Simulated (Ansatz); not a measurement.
TiSi (CsCl type, space group No. 221) at seven volumes, LDA in the plane-wave PAW code Ansatz, scaled uniformly. One row is withheld.

```
V (Å³/atom)  P (GPa)
-----------  -------
12.934         16.20
13.360             ?
13.787          4.74
14.213          0.00
14.639         -4.04
15.066         -7.40
15.492        -10.31
```

Problem. Fit the shown pressures and predict the withheld one.

Solution. P = (3/2)B₀(x^(7/2) − x^(5/2))[1 + (3/4)(B′ − 4)(x − 1)] with x = (V₀/V)^(2/3). Least squares on the six rows gives V₀ = 14.216 Å³/atom, B₀ = 143 GPa, B′ = 3.93. At V = 13.360, x = 1.0423 and P = 10.03 GPa. The run itself gave 10.26 GPa.

Space group Pm-3m (CsCl type). The cell is a constructed one: a structure type filled with these elements; neither database checked (COD, Materials Project) lists it. COD files the formula under space group No. 25, so this cell is another polymorph or a model. Its standing as an ambient phase is unchecked. The LDA relaxation kept the symmetry of its start. At this level the phase is dynamically unstable (imaginary phonons). The run is not spin-polarised.

Potentials: the later of the program's two PAW sets.
